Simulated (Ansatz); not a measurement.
Consider the following.

Cu₃Ge:
```cif
data_Cu3Ge
_chemical_formula_sum 'Cu3 Ge1'
_space_group_name_H-M_alt 'P-6m2'
_space_group_IT_number 187
_space_group_name_Hall 'P -6 2'
_cell_length_a 2.66316
_cell_length_b 2.66316
_cell_length_c 8.00134
_cell_angle_alpha 90.000
_cell_angle_beta 90.000
_cell_angle_gamma 120.000
loop_
_atom_site_label
_atom_site_type_symbol
_atom_site_symmetry_multiplicity
_atom_site_Wyckoff_symbol
_atom_site_fract_x
_atom_site_fract_y
_atom_site_fract_z
_atom_site_occupancy
Cu1 Cu 1 b 0.00000 0.00000 0.50000 1
Cu2 Cu 2 i 0.66667 0.33333 0.25785 1
Ge1 Ge 1 a 0.00000 0.00000 0.00000 1
```

This is the LDA-relaxed structure.

Q: All from the program Ansatz at the LDA level (PAW), unless another level is named. Estimate the electronic character.

A: metallic (no gap).

Q: Predict the formation energy from the elements (no fitted shifts).

A: 0.16 eV/atom.

Q: Predict the density of states at the Fermi level.

A: 0.33 states/eV per atom (mean over ±0.08 eV).

The workflow started from a Materials Project entry (that database holds measured and hypothetical structures alike); the Crystallography Open Database copy checked does not list it. Whether it is the stable phase at ambient conditions was not checked. Symmetry was held in the LDA relaxation; its stability against distortions is not shown here. The run is not spin-polarised. Its formation energy is positive at this level, so the cell may be metastable or incomplete. The references are the lowest solids computed at this level, not always the standard phases. Scalar-relativistic: spin–orbit coupling is off unless named, which matters more the heavier the elements.

Potentials: the later of the program's two PAW sets.
